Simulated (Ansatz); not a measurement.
Relaxed-ion elastic tensor of Al3GaN4 in space group P3m1 (No. 156; Pearson symbol hP8) in GPa (Voigt order), plane-wave PAW PBEsol (Ansatz code); density 4.01 g/cm³, 10.69 Å³ per atom.

|  | 1 | 2 | 3 | 4 | 5 | 6 |
|---|---|---|---|---|---|---|
| 1 | 370 | 134 | 102 | -1.3 | 0.0 | 0.0 |
| 2 | 134 | 370 | 102 | 1.3 | 0.0 | 0.0 |
| 3 | 102 | 102 | 368 | 0.0 | 0.0 | 0.0 |
| 4 | -1.3 | 1.3 | 0.0 | 104 | 0.0 | 0.0 |
| 5 | 0.0 | 0.0 | 0.0 | 0.0 | 104 | -1.3 |
| 6 | 0.0 | 0.0 | 0.0 | 0.0 | -1.3 | 118 |

Problem. Is the crystal mechanically stable?

Solution. Yes: the smallest eigenvalue of C is 103 GPa.

Problem. Work out the Voigt, Reuss and Hill averages.

Solution. K_V = 198, K_R = 198, K_H = 198; G_V = 116, G_R = 115, G_H = 116 GPa.

Problem. Give Young's modulus, Poisson's ratio, Pugh's ratio and the universal anisotropy index.

Solution. E = 9KG/(3K + G) = 290 GPa; ν = 0.26; K/G = 1.72 (near the Pugh limit of 1.75, no verdict); A_U = 5G_V/G_R + K_V/K_R − 6 = 0.06.

Problem. Estimate the sound speeds and the Debye temperature.

Solution. v_l = √((K + 4G/3)/ρ) = 9370 m/s, v_t = √(G/ρ) = 5370 m/s, mean 5960 m/s; Θ = (h/k)(3n/4πV)^(1/3) v_m = 806 K.

Problem. Solve the Christoffel equation for the three sound speeds along x, y, z.

Solution. Eigenvalues of C_ijkl n_j n_l equal ρv² (piezoelectric stiffening left out). In km/s, slowest first: x 5.08, 5.42, 9.60; y 5.08, 5.42, 9.60; z 5.08, 5.08, 9.57.

Problem. How much does each axis shrink under pressure?

Solution. Linear compressibilities β_i = Σ_j S_ij (j = 1 to 3): x 1.6, y 1.6, z 1.8 per TPa.

The start of the workflow was typed in or built on a structure type; neither database checked (COD, Materials Project) lists it. Its standing as an ambient phase is unchecked. The PBEsol relaxation kept the symmetry of its start; whether a distortion lowers the energy is not shown.

Potentials: the earlier of the program's two PAW sets. The files were generated under PBE; for other functionals the program regenerates the frozen cores, and for LDA and PBEsol the local potential too.
